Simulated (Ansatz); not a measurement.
NaCl (rock salt, Fm-3m), a = b = c = 5.696 Å, α = β = γ = 90.00°; the cell used has 2 atoms.

Relaxed with PBE. PBE (plane waves, PAW; program Ansatz) gives a gap of 5.00 eV.

**Question.** What gap does HSE06 give on the same cell (Ansatz, PAW)?

**Answer.** 6.36 eV, 1.36 eV more. The hybrid was solved on a coarser mesh and at special points; its gap is the smallest among all of these.

```json
[
 {"k": "Γ", "v1 PBE": "0.00", "c1 PBE": "5.00", "v1 HSE06": "0.00", "c1 HSE06": "6.36"},
 {"k": "X", "v1 PBE": "-0.57", "c1 PBE": "7.43", "v1 HSE06": "[?]", "c1 HSE06": "[?]"},
 {"k": "L", "v1 PBE": "-0.25", "c1 PBE": "7.21", "v1 HSE06": "[?]", "c1 HSE06": "[?]"},
 {"k": "W", "v1 PBE": "-0.71", "c1 PBE": "8.68", "v1 HSE06": "[?]", "c1 HSE06": "[?]"},
 {"k": "K", "v1 PBE": "-0.47", "c1 PBE": "8.15", "v1 HSE06": "[?]", "c1 HSE06": "[?]"}
]
```

**Question.** Top valence (v1) and lowest conduction level (c1) in eV from each method's valence maximum (which need not be a listed point): supply the withheld HSE06 values.

**Answer.** 
- L, v1 HSE06: -0.27
- L, c1 HSE06: 8.56
- K, v1 HSE06: -0.51
- K, c1 HSE06: 9.59
- X, v1 HSE06: -0.61
- X, c1 HSE06: 8.90
- W, v1 HSE06: -0.75
- W, c1 HSE06: 10.21

Cost on shared cores: the PBE run (SCF on a 8×8×8 mesh, then bands and DOS) very roughly 8 core-seconds, the HSE06 run (SCF on 6×6×6, then a few points) roughly 70 core-seconds; the tasks are unlike.

Symmetry was held in the PBE relaxation; phonons on a q-mesh show no instability.

Potentials: the later of the program's two PAW sets.
